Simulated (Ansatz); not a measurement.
## OsSe (zincblende structure)

Level of theory: DFT, PBEsol, scalar-relativistic, collinear spin; plane waves to 420 eV with PAW datasets (Ansatz 0.2.0), Γ-centred 10×10×10 mesh, 0.05 eV Gaussian smearing. The datasets are Ansatz's generated set soft_2.

Space group F-43m (No. 216). a = 5.444 Å, b = 5.444 Å, c = 5.444 Å, α = 90.00°, β = 90.00°, γ = 90.00°
| atom | site | symmetry | x | y | z |
| --- | --- | --- | --- | --- | --- |
| Os | 4a | -43m | 0.0000 | 0.0000 | 0.0000 |
| Se | 4d | -43m | 0.2500 | 0.2500 | 0.7500 |

This is a trial structure made by placing the elements on a prototype's sites, so it needn't be the stable form.

Magnetic state: non-magnetic, site spin moments none.

The cell above was scaled in volume, its shape and atoms being fixed by the lattice's symmetry. Energies are counted from the cell above.

```tsv
V (Å³/atom)	ΔE (meV/atom)	P from the stress (GPa)
19.360	18.05	7.33
19.763	4.51	3.52
20.166	0.00	0.14
20.570	3.51	-2.87
20.973	14.16	-5.54
```

Task: Do the energies and the pressures agree? Compare −ΔE/ΔV between neighbouring points (1 meV/Å³ = 0.1602 GPa) with the mean of their pressures.

Result: 
```tsv
interval (Å³/atom)	−ΔE/ΔV (GPa)	mean P (GPa)
19.36 to 19.76	5.4	5.4
19.76 to 20.17	1.8	1.8
20.17 to 20.57	-1.4	-1.4
20.57 to 20.97	-4.2	-4.2
```
They differ by 0.05 GPa at most.

Task: What do the two routes give for V0, B0 and B0′?

Result: A third-order Birch–Murnaghan fit of the energies: V0 = 20.18 Å³/atom, B0 = 159 GPa, B0′ = 4.9. A polynomial of P in ln V, with B = −dP/d ln V at P = 0: V0 = 20.18 Å³/atom, B0 = 159 GPa, B0′ = 4.9.

B0·V0 = 158.5 GPa × 20.18 Å³ = 19.97 eV/atom sets the scale: near the minimum ΔE ≈ ½ B0 V0 x², with x = V/V0 − 1, and a pressure of 1.6 GPa squeezes the volume by about 1 %. At the ends of the curve: x = −4.1 % predicts 16.6 meV/atom and the run gives 18.1; x = +3.9 % predicts 15.3 meV/atom and the run gives 14.2. The lopsidedness is anharmonic: atoms resist being pushed together more than being pulled apart.

Scalar-relativistic only: spin–orbit splittings of the heavy atoms' levels are missing. The starting moments died out; a magnetic state reached from other starts isn't excluded. The run is a metal.
